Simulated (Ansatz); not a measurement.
The calculation used DFT PBE, scalar-relativistic, plane waves, PAW in Ansatz. Cutoff 420 eV, Γ-centred meshes of about 0.25 Å⁻¹ or finer for metals and 0.3 Å⁻¹ for insulators (2π included), Gaussian smearing. These runs have no spin polarisation.

Temperature and zero-point effects are left out.

Two forms of TaRh₃N₄ were relaxed alike.

A.

Space group I4/mmm (No. 139). a = 4.369 Å, b = 4.369 Å, c = 8.681 Å, α = 90.00°, β = 90.00°, γ = 90.00°
```tsv
atom	site	symmetry	x	y	z
Ta	2a	4/mmm	0.0000	0.0000	0.0000
Rh	4d	-4m2	0.0000	0.5000	0.2500
Rh	2b	4/mmm	0.5000	0.5000	0.0000
N	4e	4mm	0.5000	0.5000	0.2511
N	4c	mmm.	0.5000	0.0000	0.0000
```

B.

Space group Pm-3m (No. 221). a = 4.360 Å, b = 4.360 Å, c = 4.360 Å, α = 90.00°, β = 90.00°, γ = 90.00°
| atom | site | symmetry | x | y | z |
| --- | --- | --- | --- | --- | --- |
| Ta | 1a | m-3m | 0.0000 | 0.0000 | 0.0000 |
| Rh | 3c | 4/mm.m | 0.5000 | 0.0000 | 0.5000 |
| N | 3d | 4/mm.m | 0.5000 | 0.0000 | 0.0000 |
| N | 1b | m-3m | 0.5000 | 0.5000 | 0.5000 |

Question: Which arrangement of the elements on these sites is preferred, and by what margin?

Answer: They are level within the accuracy (5 meV/atom apart, with B the lower in these runs). The two share one framework of sites and differ in which element sits where. A has Ta and Rh ordered on rock salt sites, space group I4/mmm (No. 139), 10.4 Å³/atom and no gap on its mesh; B has Ta and Rh ordered on rock salt sites, space group Pm-3m (No. 221), 10.4 Å³/atom and no gap. Counting N atoms around Rh and Ta (those within 1.25 times the shortest such distance or 1.15 times the sum of covalent radii, 1.27 where that leaves under three), A and B both have Ta 6, Rh 6. Even the lower one lies +0.30 eV/atom against the reference forms of the elements (uncorrected), so neither is stable at this level. In A, Ta has 6 N at 2.16–2.18 Å and 12 Rh at 3.08–3.09 Å; Rh on a site of symmetry -4m2 has 6 N at 2.17–2.18 Å, 4 Ta at 3.08 Å and 8 Rh at 3.08–3.09 Å; N on a site of symmetry 4mm has 1 Ta at 2.16 Å and 5 Rh at 2.18 Å; 2 more sites not described. In B, Ta has 6 N at 2.18 Å and 12 Rh at 3.08 Å; Rh is surrounded by 6 N at 2.18 Å, 4 Ta at 3.08 Å and 8 Rh at 3.08 Å; N on a site of symmetry 4/mmm has 2 Ta at 2.18 Å and 4 Rh at 2.18 Å; 1 more site not described. Both come from trial cells of a structure search, whose lowest cell (Cm, 12.0 Å³/atom) lies 169 meV/atom below the lower of the two.

For metals, differences of a few meV/atom aren't resolved. These runs have no spin–orbit coupling, which can matter for Ta. Trial moments fell under 0.15 μB along the way in I4/mmm and Pm-3m; another start might hold them. Cells relaxed within their symmetry can be saddle points.
